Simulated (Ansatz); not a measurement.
SrVO3 (cubic perovskite)

```
CELL_PARAMETERS angstrom
      3.85762     0.00000     0.00000
      0.00000     3.85762     0.00000
      0.00000     0.00000     3.85762
ATOMIC_POSITIONS crystal
  Sr 0.00000 0.00000 0.00000
  V  0.50000 0.50000 0.50000
  O  0.00000 0.50000 0.50000
  O  0.50000 0.50000 0.00000
  O  0.50000 0.00000 0.50000
```

The slice is a {100} plane (indices of the conventional cell) through the point (0.500, 0.000, 0.500) (fractional), spanned by u = [100] and v = [010] in vectors of this cell: u (3.86 Å) and v (3.86 Å, at 90° to u). It covers one period; positions are fractions (u, v).

These are PBE (plane waves to 420 eV, PAW, scalar-relativistic; Ansatz, a program for electronic structure) values and carry that method's errors. k mesh 12×12×12. Near the nuclei the fields are pseudised (PAW); where an atom keeps semicore shells as valence, they peak there. SrVO3 is run without spin polarisation and with no Hubbard U. SrVO3 was relaxed with its symmetry unable to fall.

Task: What is the ELF at the midpoint of the shortest V–O line in this plane (1.93 Å)?

Result: 0.19.

Task: What is the valence density on the shortest V–O line in this plane (1.93 Å), at its midpoint?

Result: 0.72 e/Å³.

Task: Sketch the electron localisation function (ELF) on this plane as a map.

Result: 
```
|xxxx9998752100000000012578999xxx|
|xxx999986421000000000124689999xx|
|xx99999753100000000000135799999x|
|99999986421000000000001246899999|
|99999864210000111110000124689999|
|88887643110011223221100113467888|
|55544321101123455543211011234455|
|22221111111245677765421111111222|
|11111100113467889887643110011111|
|43322100124689999999864210012233|
|77654211136899999999986311124567|
|88876421147999999999997411246788|
|xx9875212489999xxx9999842125789x|
|xxx98631258999xxxxx99985213689xx|
|xxxx873125899xxxxxxx998521378xxx|
|xxxx874125899xxxxxxx998521478xxx|
|xxxx873125899xxxxxxx998521378xxx|
|xxx98631258999xxxxx99985213689xx|
|xx9875212489999xxx9999842125789x|
|88876421147999999999997411246788|
|77654211136899999999986311124567|
|43322100124689999999864210012233|
|11111100113467889887643110011111|
|22221111111245677765421111111222|
|55544321101123455543211011234455|
|88887643110011223221100113467888|
|99999864210000111110000124689999|
|99999986421000000000001246899999|
|xx99999753100000000000135799999x|
|xxx999986421000000000124689999xx|
|xxxx9998752100000000012578999xxx|
|xxxx9999753100000000013579999xxx|
```
Scale: ten equal steps from 0.01 (start of '0') to 0.83 (end of '9'), in the order '0123456789'. Values: electron localisation function (ELF). The map has 32 points along u (one character each, u = 0 at the left) and 32 along v (v = 0 in the bottom row). Points within 0.4 Å of a nucleus are blanked (x), as the pseudised field means little there.
